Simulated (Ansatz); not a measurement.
Geometry optimisation in Ansatz: input, command and trajectory.

```yaml
crystal:
  lattice:
    - [2.1141284892, 1.2205926523, 10.8469094379]
    - [-2.1141284892, 1.2205926523, 10.8469094379]
    - [0.0, -2.4411853047, 10.8469094379]
  atoms:
    - { symbol: Bi, position: [0.3938781199, 0.3938781199, 0.3938781199] }
    - { symbol: Bi, position: [0.6061218801, 0.6061218801, 0.6061218801] }
    - { symbol: Se, position: [0.0, 0.0, 0.0] }
    - { symbol: Se, position: [0.2242129496, 0.2242129496, 0.2242129496] }
    - { symbol: Se, position: [0.7757870504, 0.7757870504, 0.7757870504] }
basis:
  ecutwfc: 420
kpoints:
  mp_grid: { grid: [6, 6, 6] }
hamiltonian:
  xc: pbe
scf:
  occupations: { method: gaussian, width: 0.02 }
output:
  forces: true
  stress: true
  eigenvalues: true
relax:
  adjacent_minimum: "off"
  f_tol: 0.01
  max_steps: 30
  cell: { stress_tol: 0.1, fix: [volume] }
```

```bash
ansatz run input.yaml --threads 1 --pin off --max-ram 2560MiB --backend cpu --events-out ev --progress --plain --runs-dir out
```

Method: DFT PBE, scalar-relativistic, plane waves, PAW (Ansatz 0.2.0).

The volume is held at 1.06 times that of the relaxed cell.

Of 6 frames 5 are shown, positions in Å and forces in eV/Å; the SCF threshold varies from step to step. Steps run on the plane waves of an earlier cell, with a Pulay correction in the pressure. The basis is chosen afresh for the last frame, the zero of the energies, and at times for earlier ones too; energy and pressure step there, also at an unchanged geometry. The mark taken_back stands on steps that the optimiser undid.

```xyz
5
Lattice="2.1141 1.2206 10.8469 -2.1141 1.2206 10.8469 0.0000 -2.4412 10.8469" Properties=species:S:1:pos:R:3:forces:R:3 pbc="T T T" step=1 free_energy_over_end_meV_per_atom=4.10 pressure_GPa=-1.43
Bi    0.0000    0.0000   12.8171    0.0000    0.0000    0.0679
Bi    0.0000    0.0000   19.7236    0.0000    0.0000   -0.0679
Se    0.0000    0.0000    0.0000    0.0000    0.0000    0.0000
Se    0.0000    0.0000    7.2961    0.0000    0.0000    0.2250
Se    0.0000    0.0000   25.2447    0.0000    0.0000   -0.2250
5
Lattice="2.1066 1.2163 10.9242 -2.1066 1.2163 10.9242 0.0000 -2.4325 10.9242" Properties=species:S:1:pos:R:3:forces:R:3 pbc="T T T" step=2 free_energy_over_end_meV_per_atom=4.68 pressure_GPa=0.73 taken_back
Bi    0.0000    0.0000   12.8234    0.0000    0.0000   -0.0702
Bi    0.0000    0.0000   19.9493    0.0000    0.0000    0.0702
Se    0.0000    0.0000    0.0000    0.0000    0.0000    0.0000
Se    0.0000    0.0000    7.5139    0.0000    0.0000   -0.2801
Se    0.0000    0.0000   25.2588    0.0000    0.0000    0.2801
5
Lattice="2.1035 1.2145 10.9566 -2.1035 1.2145 10.9566 0.0000 -2.4289 10.9566" Properties=species:S:1:pos:R:3:forces:R:3 pbc="T T T" step=3 free_energy_over_end_meV_per_atom=0.36 pressure_GPa=-0.39
Bi    0.0000    0.0000   12.9050    0.0000    0.0000   -0.0073
Bi    0.0000    0.0000   19.9648    0.0000    0.0000    0.0073
Se    0.0000    0.0000    0.0000    0.0000    0.0000    0.0000
Se    0.0000    0.0000    7.4507    0.0000    0.0000    0.0120
Se    0.0000    0.0000   25.4191    0.0000    0.0000   -0.0120
5
Lattice="2.0964 1.2104 11.0308 -2.0964 1.2104 11.0308 0.0000 -2.4208 11.0308" Properties=species:S:1:pos:R:3:forces:R:3 pbc="T T T" step=4 free_energy_over_end_meV_per_atom=0.04 pressure_GPa=-0.10
Bi    0.0000    0.0000   12.9785    0.0000    0.0000   -0.0069
Bi    0.0000    0.0000   20.1139    0.0000    0.0000    0.0069
Se    0.0000    0.0000    0.0000    0.0000    0.0000    0.0000
Se    0.0000    0.0000    7.5227    0.0000    0.0000   -0.0158
Se    0.0000    0.0000   25.5697    0.0000    0.0000    0.0158
5
Lattice="2.0938 1.2089 11.0586 -2.0938 1.2089 11.0586 0.0000 -2.4177 11.0586" Properties=species:S:1:pos:R:3:forces:R:3 pbc="T T T" step=6 free_energy_over_end_meV_per_atom=0.00 pressure_GPa=-0.10
Bi    0.0000    0.0000   13.0109    0.0000    0.0000   -0.0040
Bi    0.0000    0.0000   20.1650    0.0000    0.0000    0.0040
Se    0.0000    0.0000    0.0000    0.0000    0.0000    0.0000
Se    0.0000    0.0000    7.5410    0.0000    0.0000   -0.0002
Se    0.0000    0.0000   25.6349    0.0000    0.0000    0.0002
```

The run took 100 s on 1 thread of Intel(R) Xeon(R) Processor @ 2.70GHz, with other jobs on the host, peak memory 0.56 GiB.

Spin–orbit coupling is left out, which can shift energies with elements as heavy as these. The cell holds layers, and where no dispersion correction was added their binding is poorly described.